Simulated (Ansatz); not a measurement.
Relaxing a structure of PtSe$_{2}$

The start is a generated cell, PtSe2 placed in the fluorite structure type. The cell and all atomic positions are relaxed at zero pressure with r2SCAN (plane waves to 500 eV, PAW, scalar-relativistic; Ansatz, an electronic-structure program). The first steps use a coarse 7×7×7 k-mesh.

Starting cell:
```yaml
crystal:
  lattice:
    - [0.00000, 3.01237, 3.01237]
    - [3.01237, 0.00000, 3.01237]
    - [3.01237, 3.01237, 0.00000]
  atoms:
    - { symbol: Pt, position: [0.00000, 0.00000, 0.00000] }
    - { symbol: Se, position: [0.25000, 0.25000, 0.25000] }
    - { symbol: Se, position: [0.75000, 0.75000, 0.75000] }
```

Q: How large is the pressure on the unrelaxed cell, and of which sign?

A: +18 GPa (positive: the cell is compressed).

Q: How do the shortest distances between atoms change?

A: The closest pairs of elements (up to four, under 3.6 Å), start → end: Pt–Se 2.61 → 2.71 Å; Se–Se 3.01 → 3.13 Å.

Q: Is the relaxed structure metallic? Give its gap.

A: Zero (metallic).

The space group stays Fm-3m (No. 225) (the run could not lower it); the end is AFLOW prototype AB2_cF12_225_a_c (C1, as in CaF2), with 3 atoms in the primitive cell. Final values are on a 13×13×13 k-mesh of the relaxed cell. No spin polarisation in the result. A magnetic state may lie lower.

The run could not lower the symmetry of its start; a shaken copy of this end point relaxes with r2SCAN to P-3m1 (No. 164), 0.63 eV/atom lower.

The relaxed structure here is a generated cell of PtSe2: the first start was made by placing the elements on the sites of a structure type, and the end was not matched to a known phase here, so it may be hypothetical. Known forms of PtSe2 include space group No. 164.
